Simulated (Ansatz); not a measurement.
Relaxed-ion elastic tensor of GeRh (CsCl type, Pm-3m) in GPa (Voigt order), r²SCAN (plane waves, PAW; program Ansatz); density 10.31 g/cm³, 14.14 Å³ per atom.

```
 144   222   222   0.0   0.0   0.0
 222   144   222   0.0   0.0   0.0
 222   222   144   0.0   0.0   0.0
 0.0   0.0   0.0  41.3   0.0   0.0
 0.0   0.0   0.0   0.0  41.3   0.0
 0.0   0.0   0.0   0.0   0.0  41.3
```

Question: Is the crystal mechanically stable?

Answer: No: the smallest eigenvalue of C is -77.8 GPa.

The cell is a constructed one: a structure type filled with these elements; neither database checked (COD, Materials Project) lists it. COD files the formula under space group No. 62, so this cell is another polymorph or a model. Its standing as an ambient phase is unchecked. The cell was relaxed with r²SCAN under the symmetry of its start. At this level the phase is mechanically unstable. The run is not spin-polarised. As this level gives no gap, shear constants depend on the k-mesh and smearing (Fermi–Dirac, 0.1 eV here). On the denser mesh and wider smearing of the elastic run this cell carries a stress of 0.6 GPa.

Potentials: the later of the program's two PAW sets.
